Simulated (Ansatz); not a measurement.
## Ionic part of the dielectric constant of ZrBrCl3, mode by mode

Computed with DFT PBE, scalar-relativistic, plane waves, PAW (Ansatz). Settings: 420 eV plane-wave cutoff, Γ-centred 6×6×6 mesh, fixed occupations. No spin polarisation. Phonons by linear response, acoustic sum rule imposed.

Space group R3m (No. 160), trigonal, a = 11.223 Å, c = 7.216 Å. Around Zr lie 3 Cl at 2.33 Å and 1 Br at 2.48 Å; Br is surrounded by 1 Zr at 2.48 Å; around Cl lies 1 Zr at 2.33 Å.

It was reached by relaxing an invented guess, and it needn't be the stable form of this composition. Modes under 40 cm⁻¹ are poorly fixed. No dispersion correction is applied, so modes and constants that involve weak contacts between layers, chains or molecules come out too soft.

The primitive cell has V = 262.36 Å³ and ε∞,yy = 2.044. Each polar mode adds Δε = (4.92064×10⁷/V)·S/ν² along y, with S its oscillator strength in e²/amu, ν in cm⁻¹ and V in Å³.

Question: From these modes, find each Δε and ε0,yy.
```
ν (cm⁻¹)  S_yy (e²/amu)
   79.95        0.00077
   98.18        0.00335
  397.14         0.1816
```

Answer:
```json
{"ν (cm⁻¹)": "79.95", "Δε": "0.02"}
{"ν (cm⁻¹)": "98.18", "Δε": "0.07"}
{"ν (cm⁻¹)": "397.14", "Δε": "0.22"}
```

The sum is 0.31, so ε0,yy = 2.35; the run's tensor has 2.35.

Question: Where do the longitudinal modes lie for a wave vector along y?

Answer: At 80.32, 99.60, 417.64 cm⁻¹. The Lyddane–Sachs–Teller product Π(ν_LO/ν_TO)² = 1.15 agrees with ε0/ε∞ = 1.15.
